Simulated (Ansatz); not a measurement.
**Structures of Si2W3: which is lowest?**

Plane-wave DFT in Ansatz with scalar-relativistic PAW potentials, cutoff 420 eV, Γ-centred meshes chosen by cell and gap, Gaussian smearing with energies taken to zero width. Every cell was relaxed (cell and atoms) in a run of its own, within the symmetry of its start. Functional: PBE.

Relaxed structures (starts from databases or built by putting these elements on another compound's sites):
A. R-3m, 5 atoms in the computed cell, a = 2.830 Å, c = 32.553 Å; sites (symmetry × multiplicity) Si 3m × 6, W -3m × 3 + 3m × 6; start: built
B. P4/mbm, 10 atoms in the computed cell, a = 6.630 Å, c = 3.312 Å; sites (symmetry × multiplicity) Si m.2m × 4, W 4/m.. × 2 + m.2m × 4; start: database

Q: Rank them by energy. Could pressure change the order?

A:
| structure | group | E − E(lowest) (meV/atom) | V (Å³/atom) | gap on mesh (eV) |
| --- | --- | --- | --- | --- |
| B | P4/mbm | 0.0 | 14.56 | 0.00 |
| A | R-3m | 212 | 15.05 | 0.00 |

B is lowest, 212 meV/atom under A. The lowest is also the densest of these, so pressure wouldn't bring one of the others in at first order. Other structures may lie lower than all of these, and vibrations aren't counted.

Spin-orbit coupling is left out, which matters for the bands of heavy elements.